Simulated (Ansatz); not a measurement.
Input:

AgAu:
```cif
data_AgAu
_chemical_formula_sum 'Ag1 Au1'
_space_group_name_H-M_alt 'P 1'
_space_group_IT_number 1
_cell_length_a 2.84362
_cell_length_b 2.84362
_cell_length_c 4.14846
_cell_angle_alpha 90.000
_cell_angle_beta 90.000
_cell_angle_gamma 90.000
loop_
_space_group_symop_operation_xyz
  'x, y, z'
loop_
_atom_site_label
_atom_site_type_symbol
_atom_site_fract_x
_atom_site_fract_y
_atom_site_fract_z
_atom_site_occupancy
Ag1 Ag 0.50000 0.50000 0.50000 1
Au1 Au 0.00000 0.00000 0.00000 1
```

This is the PBEsol-relaxed structure.

Question: All from plane-wave PAW PBEsol (Ansatz code), unless another level is named. Estimate the bulk modulus (Birch–Murnaghan fit).

Answer: 146 GPa.

Question: And the highest zone-centre frequency?

Answer: 164 cm⁻¹.

Space group P4/mmm (L1₀ or tetragonal B2). The start of the workflow was typed in or built on a structure type; neither database checked (COD, Materials Project) lists it. Its standing as an ambient phase is unchecked. The PBEsol relaxation kept the symmetry of its start; its stability against distortions is not shown here. No spin polarisation was allowed. As this level gives no gap, phonon frequencies hold no LO–TO term and depend on the k-mesh and smearing (Fermi–Dirac, 0.1 eV here). Spin–orbit coupling is left out wherever it is not named.

Potentials: the earlier of the program's two PAW sets. The files were generated under PBE; for other functionals the program regenerates the frozen cores, and for LDA and PBEsol the local potential too.
